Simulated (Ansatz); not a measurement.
Fermi surface of TiAl (P4/mmm)

```
Ti Al
1.0
     2.76911    0.00000    0.00000
     0.00000    2.76911    0.00000
     0.00000    0.00000    3.99250
Ti Al
1 1
Cartesian
  0.0000 0.0000 0.0000
  1.3846 1.3846 1.9963
```

Conventional cell: a = 2.769 Å, b = 2.769 Å, c = 3.993 Å, α = 90.00°, β = 90.00°, γ = 90.00°. Ti (atom 1) is surrounded by 4 Ti at 2.77 Å and 8 Al at 2.80 Å. Al (atom 2) is surrounded by 4 Al at 2.77 Å and 8 Ti at 2.80 Å.

Computed, not measured; unless marked otherwise by LDA, all-electron LAPW in Ansatz 0.2.0, scalar-relativistic. k mesh 12×12×10, fine mesh 20×20×16, Fermi-Dirac smearing of 0.080 eV, basis error target 1 meV/atom. The cell was relaxed by PAW under this functional, which moved its volume by -6 % from the database entry's.

Levels and slopes are solved on a 20×20×16 mesh, and each state is taken as quadratic over its cell.

(1) What is the density of states at the Fermi level, and which bare Sommerfeld coefficient follows?

(2) What Drude plasma energy and σ/τ do the band velocities give?

(3) Which bands cross the Fermi level, and what do they carry?

(4) Map the plane k₃ = 1/2 of the mesh: how many bands lie under the Fermi level at each point, counted from the least on the plane?

(5) On PAW files the program sums the optical response inside the mesh cells, interband lines and its own Drude term. Where does ε₁ rise through zero (a sharp plasmon if ε₂ is small there), and how much light is reflected?

(6) What does PAW give for the same cell?

Answers

(1) N(E_F) = 0.862 states/eV/atom (both spins), so γ = (π²/3) k_B² N(E_F) = 2.03 mJ/(mol-atom K²) without electron-phonon or spin-fluctuation enhancement.

(2) (ħω_p,α)² = (e²/ε₀VN_k) Σ_nkσ (∂E/∂k_α)² δ(E − E_F) gives ħω_p = (5.23, 5.23, 4.57) eV along x, y, z, and σ/τ = ε₀ω_p² = 5.58×10²⁰ Ω⁻¹m⁻¹s⁻¹ along x. Weighted by the density of states, the mean Fermi speed is 0.392×10⁶ m/s; the surface has an area of 18 Å⁻² for each spin direction.

(3) 

| band | filled part | N (states/eV/cell) | speed (10⁶ m/s) | 5th to 95th percentile | area (Å⁻²) | filling |
| --- | --- | --- | --- | --- | --- | --- |
| 1 | 1.00 | 0.0551 | 0.395 | 0.18 to 0.70 | 0.581 | nearly full |
| 2 | 0.50 | 1.61 | 0.389 | 0.21 to 0.63 | 16.7 | partly filled |
| 3 | 0.00 | 0.0539 | 0.469 | 0.24 to 0.77 | 0.673 | nearly empty |
| 4 | 0.00 | 0.00202 | 0.739 | 0.67 to 0.81 | 0.0399 | nearly empty |

(4) k₁ runs to the right and k₂ upwards, each from −½ to ½ with 0 in the middle (the axes needn't be at right angles):
```
11111112222222111111
11111112222222111111
11111111222221111111
11111111122211111111
11111111222221111111
11111101111111011111
22211111111111111122
22221211111111121222
22222211111111122222
22222211111111122222
22222211111111122222
22221211111111121222
22211111111111111122
11111101111111011111
11111111222221111111
11111111122211111111
11111111222221111111
11111112222222111111
11111112222222111111
11111112222222111111
```

(5) 

```json
{"Fine mesh": "20, 20, 16", "Window top": "20 eV", "Line width": "0.15 eV", "Drude damping": "0.2 eV", "ε₁ rises through zero at x": "1.53, 4.19, 16.58 eV", "ε₂ there x": "21.37, 7.94, 0.18", "ε₁ rises through zero at z": "2.15, 3.9, 15.49 eV", "ε₂ there z": "17.1, 6.18, 0.24", "Plasma energy (x, y, z)": "5.16, 5.16, 4.759 eV", "Reflectivity at 1 eV, x-polarised": "0.6647", "Reflectivity at 2 eV, x-polarised": "0.5019", "Reflectivity at 3 eV, x-polarised": "0.4921"}
```

The plasma energy here is the program's own sum at the run's smearing; it differs from the value above by up to 4 %, through mesh and smearing.

(6) N(E_F) = 0.864 states/eV/atom and ħω_p,x = 5.22 eV.

Known limits: these sums move with the mesh, by several per cent and more for small sheets; frozen-core PAW files fitted under PBE, their cores solved anew for the functional of the run.
